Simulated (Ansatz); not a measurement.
Computed with DFT PBE, scalar-relativistic, plane waves, PAW in Ansatz 0.2.0. Settings: cutoff 420 eV, Γ-centred meshes spaced at most about 0.3 Å⁻¹, and about 0.25 Å⁻¹ or finer for metals (2π included), Gaussian smearing. No spin polarisation in the final relaxations.

All energies are static (0 K, no zero-point motion).

Two forms of Sb5O were relaxed alike.

A.

```
Sb O
1.0
     6.12010    0.00000    0.00000
    -3.06005    5.30016    0.00000
     0.00000    0.00000    7.29078
Sb O
5 1
Direct
  0.00000 0.00000 0.22547
  0.00000 0.00000 0.77453
  0.50000 0.00000 0.00000
  0.00000 0.50000 0.00000
  0.50000 0.50000 0.00000
  0.00000 0.00000 0.50000
```

B.

```
Sb O
1.0
     0.00000    4.31099    4.31099
     4.31099    0.00000    4.31099
     4.31099    4.31099    0.00000
Sb O
5 1
Direct
  0.25000 0.25000 0.25000
  0.62701 0.62701 0.62701
  0.11897 0.62701 0.62701
  0.62701 0.62701 0.11897
  0.62701 0.11897 0.62701
  0.00000 0.00000 0.00000
```

Question: Which is lower in energy, and by how much?

Answer: A is lower, by 0.49 eV/atom. A has space group P6/mmm (No. 191), 39.4 Å³/atom and no gap on its mesh; B has space group F-43m (No. 216), 26.7 Å³/atom and no gap. Counting Sb atoms around O (those within 1.25 times the shortest such distance or 1.15 times the sum of covalent radii; the shortest distance is added where it is long for a bond), A has O 2 and B has O 16 from 3.6 Å. B holds Sb–Sb bonds in all directions (shortest 3.00 Å); in A the shortest Sb–Sb distance is 3.06 Å, near bonding range too. The lower one is the more open, so pressure narrows the difference. Even the lower one lies +0.17 eV/atom against the reference forms of the elements (uncorrected), so neither is stable at this level. In A, around Sb on a site of symmetry 6mm lie 1 O at 2.00 Å and 7 Sb at 3.29–3.47 Å; around Sb on a site of symmetry mmm lie 4 Sb at 3.06 Å and 4 Sb at 3.47 Å; O is surrounded by 2 Sb at 2.00 Å. In B, around Sb on a site of symmetry -43m lie 12 Sb at 3.58 Å and 4 O at 3.73 Å; around Sb on a site of symmetry 3m lie 6 Sb at 3.00–3.10 Å, 3 O at 3.57 Å and 3 Sb at 3.58 Å; around O lie 16 Sb at 3.57–3.73 Å (long contacts). Both come from invented guesses. A third cell relaxed alike, in I4/mmm, lies 94 meV/atom below the lower of the two.

Spin–orbit coupling, which can matter for Sb, is left out. A magnetic state wasn't ruled out in cells without spin, among them P6/mmm, F-43m. Cells relaxed within their symmetry can be saddle points.
